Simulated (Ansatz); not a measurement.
Zr$_{2}$Rh in space group I4/mcm (No. 140; Rh on 4a, Zr on 8h), r²SCAN in the plane-wave PAW code Ansatz, all energies at zero smearing, with the estimated change up to a 700 eV cutoff added, with one set of potentials and settings (totals compare only within such a set). Cell of 6 atoms (2 Rh, 4 Zr): -29614.211 eV.

```
element                reference phase  E (eV/atom)
-------  -----------------------------  -----------
Rh          Fm-3m, 1 atoms in the cell   -6415.2735
Zr       P6_3/mmc, 2 atoms in the cell   -4195.0260
```

Formation energy per atom, worked out: (-29614.211 − 2×(-6415.2735) − 4×(-4195.0260))/6 = -0.593 eV/atom (-57 kJ per mol of atoms), at 0 K, without zero-point energy or fitted corrections.

The workflow started from an entry of the Crystallography Open Database (COD). Its standing as an ambient phase is unchecked. The r²SCAN relaxation kept the symmetry of its start; its stability against distortions is not shown here. No spin polarisation was allowed. The references are the lowest solids computed at this level, not always the standard phases.

Potentials: the later of the program's two PAW sets.
